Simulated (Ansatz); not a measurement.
Ansatz input file:

```yaml
crystal:
  lattice:
    - [3.241534884, 0.0, 0.0]
    - [-1.620767442, 2.9173986789, 0.0326262633]
    - [0.0, 0.1270463762, 10.5375477065]
  atoms:
    - { symbol: Cd, position: [0.1347927477, 0.0, 0.0] }
    - { symbol: Cd, position: [0.2756718837, 0.6362651327, 0.2453924003] }
    - { symbol: Cd, position: [-0.0498713924, 0.0, 0.5] }
    - { symbol: Cd, position: [0.639406761, 0.3637348673, 0.7546075997] }
basis:
  ecutwfc: 420
kpoints:
  mp_grid: { grid: [14, 14, 4] }
hamiltonian:
  xc: pbesol
scf:
  occupations: { method: gaussian, width: 0.1 }
output:
  forces: true
  stress: true
  eigenvalues: true
```

Run as
```bash
ansatz run input.yaml --threads 1 --pin off --max-ram 1331MiB --backend cpu --events-out ev --progress --plain --runs-dir out
```

All numbers below come from DFT PBEsol, scalar-relativistic, plane waves, PAW in Ansatz 0.2.0.

From the run's log, abridged (final results; tables in files aren't shown):

```
SCF 1 converged in 7 iterations: F = -32735.758956 eV  dr2 = 4.21e-8
SCF converged after 7 iterations
Free energy (F): -32735.758956 eV
Harris-Foulkes:  -32735.758956 eV  (|F-HF|=2.91e-8)
Internal energy: -32735.750771 eV  (E = F + TS)
E sigma→0 (E₀):  -32735.754863 eV
Entropy (-TS):   -0.008184 eV (-2.046 meV/atom)
Fermi energy:    11.937904 eV
--- Per-component energies (eV) ---
  E_band       = -1762.243417
  E_kinetic    = 2015.986885
  E_local      = -12655.676039  (includes V_loc(G=0)·N_el)
  E_nonlocal   = 141.882607
  E_hartree    = 5886.131341
  E_xc         = -699.800896
  E_vxc        = -881.383962  (∫ρ·V_xc dr)
  E_paw        = -16052.743368  (= ΣΔE_a)
  E_vpaw       = -2155.307024  (= ΣTr[D̂ρ^β])
  E_aug_tail   = 0.000050  (compensation charges beyond the density's cutoff)
  E_ewald      = -11372.899189
  E_core_change = 1.367839  (= ΣΔE_core)
  E_smearing   = -0.008184  (= −TS)
--- Forces (eV/Å), atoms counted from 1 ---
  atom   1  Cd    -0.09442635     0.00000000     0.00000000
  atom   2  Cd     0.05181666    -0.01075252     0.16658276
  atom   3  Cd    -0.00921045     0.00000000     0.00000000
  atom   4  Cd     0.05181666     0.01075252    -0.16658276
--- Stress (GPa, compression-positive) ---
       -5.425886       0.000000       0.000000
        0.000000      -5.816822      -0.243594
        0.000000      -0.243594      -5.255265
  P = ⅓ Tr σ = -5.4993 GPa (-54.993 kbar)
--- Band table (eV; the first three rows and the last of 219) ---
  k-point 0: bands = ["-90.6907", "-90.6637", "-90.6636", "-90.6175", "-51.7829", "-51.7642", "-51.7628", "-51.7459", "-51.7424", "-51.7394", "-51.7394", "-51.7368", "-51.7367", "-51.6998", "-51.6923", "-51.6920", "2.8382", "2.9527", "2.9607", "3.0920", "3.1179", "3.1453", "3.1985", "3.2527", "3.2593", "3.2942", "3.3317", "3.3328", "3.4105", "3.4163", "3.5304", "3.5776", "3.7101", "3.7105", "3.7492", "3.8244", "4.0429", "5.6292", "5.6422", "10.1986", "10.7083", "17.9947", "18.0188", "22.1793", "23.1326", "23.2380", "23.6235", "23.6617"]
  k-point 1: bands = ["-90.6907", "-90.6637", "-90.6636", "-90.6175", "-51.7829", "-51.7642", "-51.7628", "-51.7464", "-51.7419", "-51.7394", "-51.7394", "-51.7369", "-51.7367", "-51.6998", "-51.6923", "-51.6920", "2.8466", "2.9157", "2.9965", "3.0917", "3.1189", "3.1435", "3.1912", "3.2410", "3.2678", "3.2959", "3.3217", "3.3426", "3.4032", "3.4421", "3.5336", "3.5836", "3.6739", "3.6984", "3.7810", "3.8231", "4.1309", "4.9322", "6.5461", "8.9501", "12.1293", "15.9081", "20.2131", "22.2556", "22.8177", "23.3961", "23.4805", "23.9055"]
  k-point 2: bands = ["-90.6907", "-90.6637", "-90.6636", "-90.6175", "-51.7829", "-51.7642", "-51.7628", "-51.7468", "-51.7416", "-51.7394", "-51.7394", "-51.7369", "-51.7367", "-51.6998", "-51.6923", "-51.6920", "2.8610", "2.8905", "3.0164", "3.0841", "3.1219", "3.1566", "3.1720", "3.2292", "3.2860", "3.2881", "3.3277", "3.3335", "3.4102", "3.4559", "3.5402", "3.5905", "3.6478", "3.6849", "3.8086", "3.8133", "4.3425", "4.5104", "7.5875", "7.7253", "13.8452", "14.0357", "22.3156", "22.4364", "22.5274", "22.6610", "23.3866", "23.4609"]
  k-point 218: bands = ["-90.6899", "-90.6629", "-90.6629", "-90.6168", "-51.7810", "-51.7771", "-51.7677", "-51.7518", "-51.7507", "-51.7450", "-51.7428", "-51.7419", "-51.7411", "-51.7047", "-51.6989", "-51.6969", "2.8154", "2.8820", "2.9489", "3.0117", "3.0678", "3.1109", "3.1164", "3.1847", "3.3131", "3.3269", "3.4167", "3.4851", "3.5323", "3.5502", "3.5952", "3.6151", "3.7239", "3.8274", "3.8432", "3.9063", "8.4342", "9.1942", "10.6729", "12.7060", "12.8395", "13.3607", "14.0695", "14.8250", "15.1986", "16.0022", "16.5067", "17.1600"]
```

The calculation finished and met its thresholds.